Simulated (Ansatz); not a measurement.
## Si: an elastic constant from a strain scan

Computed with Ansatz, DFT r2SCAN, scalar-relativistic, plane waves, PAW. The runs took a 500 eV cutoff, a Γ-centred 10×10×10 mesh and Gaussian smearing (0.03 eV). No spin polarisation. Energies are free energies at this smearing, counted from the undisturbed cell; pressure is positive in compression.

The starting cell (as given, not relaxed at this level; it stands at 0.1 GPa; this form isn't the usual structure):

```xyz
4
Lattice="-3.3254 3.3254 1.9224 3.3254 -3.3254 1.9224 3.3254 3.3254 -1.9224" Properties=species:S:1:pos:R:3 pbc="T T T"
Si    1.1892    1.1892    0.0000
Si    2.1363    2.1363    1.9224
Si    2.1363   -2.1363    1.9224
Si   -2.1363    2.1363    1.9224
```

The cell is strained by ε times the Voigt pattern (1, -1, 0, 0, 0, 0) (xx, yy, zz, yz, xz, xy; engineering shear) with fractional coordinates fixed. The cell holds 4 atoms in V0 = 85.04 Å³. The stress column is τ = (1/V0) dE/dε, got from the stress tensor σ (compression positive) at each point as −det(1 + εP) σ : P(1 + εP)⁻¹, with P the pattern as a tensor.

| ε | ΔE (meV/atom) | τ (GPa) |
| --- | --- | --- |
| -0.1312 | 492.594 | -60.605 |
| -0.1125 | 354.965 | -50.603 |
| -0.0937 | 241.577 | -40.568 |
| -0.0750 | 152.133 | -31.663 |
| -0.0562 | 84.053 | -23.035 |
| -0.0375 | 36.971 | -15.006 |
| -0.0187 | 9.126 | -7.374 |
| 0.0000 | 0.000 | 0.000 |
| 0.0187 | 9.126 | 7.374 |
| 0.0375 | 36.971 | 15.006 |
| 0.0562 | 84.053 | 23.035 |
| 0.0750 | 152.133 | 31.663 |
| 0.0937 | 241.577 | 40.568 |
| 0.1125 | 354.965 | 50.603 |
| 0.1312 | 492.594 | 60.605 |
| 0.1500 | ? | ? |

Q: Which combination of elastic constants does this scan measure, and how large is it?

A: For small ε, τ = τ0 + Kε with K = pᵀCp, which for this pattern is C11 + C22 − 2 C12 in the Cartesian frame shown. The parabola through τ at ε = -0.0187, 0 and 0.0187 has slope K = 394 GPa at zero. The energies per cell, E = NΔE, of the same two points give K = 2[E(ε₊)/ε₊ − E(ε₋)/ε₋]/[(ε₊ − ε₋)V0] = 393 GPa, in agreement. These are clamped-ion values.

Q: Predict the withheld row at ε = 0.1500 from the harmonic law, and compare.

A: ΔE = V0(τ0 ε + Kε²/2)/N = 588.621 meV/atom and τ = 59.15 GPa. The calculation gives 658.142 meV/atom and 72.25 GPa: the energy lies 12 % above the harmonic value.

Forces appear on the atoms along this scan, and letting them relax would lower the energy and soften the response. The gap closes along the scan, which can put kinks into the curve.